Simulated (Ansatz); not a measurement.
Al₂Au:
```
Al2Au
1.0
    0.00000     3.00507     3.00507
    3.00507     0.00000     3.00507
    3.00507     3.00507     0.00000
Al Au
2 1
Cartesian
  1.50253   1.50253   1.50253
  4.50760   4.50760   4.50760
  0.00000   0.00000   0.00000
```

Relaxed with r²SCAN. Special points in fractions of this cell's reciprocal vectors: Γ (0.000, 0.000, 0.000); X (0.500, 0.000, 0.500); U (0.625, 0.250, 0.625); K (0.375, 0.375, 0.750); L (0.500, 0.500, 0.500); W (0.500, 0.250, 0.750).

Question: List the band energies nearest the Fermi level at these points for the program Ansatz at the r²SCAN level (PAW).

Answer: In eV from the Fermi level; about four levels below and three above (degenerate sets whole), none deeper than 8.9 eV; points with the same levels are listed once.

```tsv
k	below	above
Γ	-6.93 -6.93 -6.93 -5.93 -5.93	2.85 3.04 3.04 3.04
X	-5.60 -5.30 -2.26 -2.26	1.55 2.37 7.98
U	-5.82 -4.81 -3.55 -1.48	2.14 4.72 6.37
L	-6.67 -6.67 -5.79 -5.79 -5.72	0.32 0.32 3.79
W	-5.47 -4.20 -4.20 -2.29	4.47 4.47 5.60
```

Space group Fm-3m (fluorite or antifluorite type). The cell was relaxed with r²SCAN under the symmetry of its start. Scalar-relativistic: spin–orbit coupling is off unless named, which matters more the heavier the elements.

Potentials: the later of the program's two PAW sets.
